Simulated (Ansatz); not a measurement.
Free-standing sheet of Bi, relaxed with PBE+D3(BJ):

```xyz
2
Lattice="4.2796 0.0000 0.0000 -2.1398 3.7063 0.0000 0.0000 0.0000 29.2845" Properties=species:S:1:pos:R:3 pbc="T T F"
Bi    0.0000    2.4708   13.7688
Bi    2.1398    1.2354   15.5157
```

All runs: Ansatz, plane waves and PAW. First level: PBE+D3(BJ), scalar-relativistic. Cutoff 420 eV; k points 9×9×1 on the computed 2-atom cell (Γ-centred); Gaussian smearing, width 0.02 eV; no spin polarisation. The sheet is isolated along c (Coulomb cut-off).

- Band gap on the sampled k points: 0.58 eV
- Least direct gap: 0.58 eV (the gap is direct)
- Ionisation potential from the Kohn-Sham band edge: 4.02 eV
- Electron affinity from the Kohn-Sham band edge: 3.44 eV

Task: What does PBE+D3(BJ) with spin-orbit coupling give at the same atoms (9×9×1 mesh, 420 eV)?

Result: Band gap on the sampled k points 0.57 eV; least direct gap 0.66 eV; ionisation potential from the Kohn-Sham band edge 3.84 eV; electron affinity from the Kohn-Sham band edge 3.26 eV.

Gaps are read on the k points sampled, so a band crossing between them can be missed.
